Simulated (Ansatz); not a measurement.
Sheets of one type (M2XT2 MXene (fcc sites)-type), plane-wave PAW PBE (Ansatz code); HSE06 gaps on those cells.

```json
[
 {"layer": "Ta2F2N", "a (Å)": "2.870", "thickness (Å)": "6.00"},
 {"layer": "Ta2NS2", "a (Å)": "3.314", "thickness (Å)": "5.45"},
 {"layer": "Ta2NTe2", "a (Å)": "…", "thickness (Å)": "…"},
 {"layer": "Ti2NTe2", "a (Å)": "3.313", "thickness (Å)": "6.20"}
]
```

**Question.** Fill in the missing entries.

**Answer.** 
- Ta2NTe2, a (Å): 3.452
- Ta2NTe2, thickness (Å): 6.14

Began spin-polarised and lost the moments: Ta2F2N, M2XT2 MXene (fcc sites)-type layer; Ta2NS2, M2XT2 MXene (fcc sites)-type layer; Ta2NTe2, M2XT2 MXene (fcc sites)-type layer; Ti2NTe2, M2XT2 MXene (fcc sites)-type layer. All cells were relaxed under the symmetry of their starts (and spin orders); stability against distortions was not tested throughout. Scalar-relativistic: spin–orbit coupling is off unless named, which matters more the heavier the elements. Constructed layers (a layer type filled with these elements): Ta2F2N, M2XT2 MXene (fcc sites)-type layer; Ta2NS2, M2XT2 MXene (fcc sites)-type layer; Ta2NTe2, M2XT2 MXene (fcc sites)-type layer; Ti2NTe2, M2XT2 MXene (fcc sites)-type layer.

Potentials: the later of the program's two PAW sets.
